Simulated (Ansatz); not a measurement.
GaGe$_{5}$Si$_{26}$:
```
GaGe5Si26
1.0
    7.80791     5.51410     0.00000
   -7.80791     5.51410     0.00000
   -7.79696     0.00000     7.80784
Ga Ge Si
1 5 26
Direct
  0.24873   0.24873   0.00000
  0.24897   0.24897   0.50000
  0.75108   0.75108   0.00000
  0.75095   0.75095   0.50000
  0.49890   0.50065   0.74937
  0.50065   0.49890   0.25063
  0.75281   0.49697   0.00415
  0.75428   0.49683   0.50470
  0.24983   0.99746   0.99923
  0.24946   0.99811   0.49803
  0.00103   0.99921   0.75099
  0.99921   0.00103   0.24901
  0.50257   0.24570   0.25208
  0.50225   0.24636   0.75263
  0.00288   0.75161   0.25231
  0.00286   0.75006   0.75328
  0.49921   0.99881   0.00002
  0.50134   0.00082   0.50035
  0.99881   0.49921   0.99998
  0.00082   0.50134   0.49965
  0.99811   0.24946   0.50197
  0.99746   0.24983   0.00077
  0.49683   0.75428   0.49530
  0.49697   0.75281   0.99585
  0.75169   0.24860   0.25257
  0.75113   0.24881   0.75215
  0.24881   0.75113   0.24785
  0.24860   0.75169   0.74743
  0.75006   0.00286   0.24672
  0.75161   0.00288   0.74769
  0.24636   0.50225   0.24737
  0.24570   0.50257   0.74792
```

Relaxed with PBE.

Map the valence electron density (e/Å³), cut off at 0.4 on the plane through (0.249, 0.249, 0.000) spanned by u = [1, 1, 0] and v = [1, -1, 0] in lattice vectors, from plane-wave PAW PBE (Ansatz code).

x is the fraction of u, y of v (the angle between them is 90°; rows are the nearest grid lines); atoms in the plane: Ga at (0.00, 0.00), Ga at (0.50, 0.50), Ge at (0.00, 0.50), Ge at (0.50, 0.00), Si at (0.38, 0.13), Si at (0.88, 0.63), Si at (0.37, 0.63), Si at (0.87, 0.13), Si at (0.00, 0.25), Si at (0.50, 0.75).
```
|@@@@*-.       .-*@@@@@@#=.       .-*@@@@|
|@@%=:.     ..:=*@@@@@@+-.     ..-=*@@@@@|
|*=-..     .:=*#@@@@@+-:.     .:=*%@@@@@*|
|-.       .-*@#: :#@*.       .-*@#: :#@*-|
|#=-..     .:=*#@@@@@=-..    ..-=*%@@@@@#|
|=+##+-.      .:=#@@#+##+-.      .:=#@@#=|
| :#@*-.       .-*@#::#@*-.       .-*@#: |
|@%*=:.     .:-+#@@@@#*=:.     ..-=#@@@@@|
|=:.      .-+%#==#@@#:.      .:+##+=#@@#=|
|=:.      .:+##++%@@#:.      .:+#%+=#@@#=|
|#+-:.     .:=*%@@@@@=-..     .:=*#@@@@@#|
|@@@@*-.      .:=*@@@@@@+:.      .:=#@@@@|
|@@@@*-.      .:=*@@@@@@+:.      .:=#@@@@|
|#+-:.     .:=*%@@@@@=-..     .:=*#@@@@@#|
|=:.      .:+##++%@@#:.      .:+#%+=#@@#=|
|=:.      .-+%#==#@@#:.      .:+##+=#@@#=|
|@%*=:.     .:-+#@@@@#*=:.     ..-=#@@@@@|
| :#@*-.       .-*@#::#@*-.       .-*@#: |
|=+##+-.      .:=#@@#+##+-.      .:=#@@#=|
|#=-..     .:=*#@@@@@=-..    ..-=*%@@@@@#|
|-.       .-*@#: :#@*.       .-*@#: :#@*-|
|*=-..     .:=*#@@@@@+-:.     .:=*%@@@@@*|
|@@%=:.     ..:=*@@@@@@+-.     ..-=*@@@@@|
|@@@@*-.       .-*@@@@@@#=.       .-*@@@@|
```
Scale: ten equal steps from 0.018 (start of ' ') to 0.400 (end of '@'), in the order ' .:-=+*#%@'; x runs from 0.000 to 1.00, y from 0.000 (bottom) to 1.00 (top).

The density is the valence pseudo-density with augmentation charge, so density and ELF within about 1 Å of a nucleus are not all-electron values.

Space group C2. The start of the workflow was typed in or built on a structure type; neither database checked (COD, Materials Project) lists it. Whether it is the stable phase at ambient conditions was not checked. Symmetry was held in the PBE relaxation; its stability against distortions is not shown here.

Potentials: the later of the program's two PAW sets.
